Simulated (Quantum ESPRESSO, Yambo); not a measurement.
Levels of theory for the gap of MoCl6

MoCl6 (space group P-31m, No. 162): one geometry, one set of LDA (Quantum ESPRESSO, PseudoDojo norm-conserving, 80 Ry, without SOC) orbitals, self-energies from Yambo (3×3×2 Γ-centred k mesh, bands 2 to 197 and a 6 Ry block in the screening, 197 bands in G with the Bruneval-Gonze terminator, plasmon pole fitted at 27.2 eV).

The geometry is that of Materials Project entry mp-1221436, symmetrised and not relaxed again.

| level | gap K → Γ (eV) | direct gap at Γ (eV) | rough Yambo cost |
|---|---|---|---|
| LDA (Quantum ESPRESSO) | 0.94 | 1.08 | – |
| exchange only (Hartree-Fock self-energy on LDA orbitals) | 9.74 | 9.59 | about 1/10 (8 states) |
| static COHSEX@LDA | 3.15 | 3.28 | within a factor of two (3 states) |
| G0W0@LDA, plasmon pole | 2.54 | 2.66 | 1 (8 states) |
| G0W0@LDA, multipole fit to 8 frequencies, no terminator | 2.52 | 2.63 | within a factor of two (3 states) |

Bare exchange has no screening and gives the widest gap; static COHSEX screens it but leaves out the frequency dependence, which G0W0 restores. All rows use the LDA edge points; in the exchange only run other k points give a smaller gap, 9.43 eV.

Costs are rough ratios of core time on shared machines.

Nearest settings tried, and what they do to the gap: 129 bands in G: +11 meV; 95 bands in W: +35 meV; 3×3×1 mesh: +70 meV. Not varied: block. So the settings aren't converged at that level.

Spin-orbit splittings are left out.

The structure is a Materials Project entry; no match was found in the copy of COD used, and its stability was not checked.
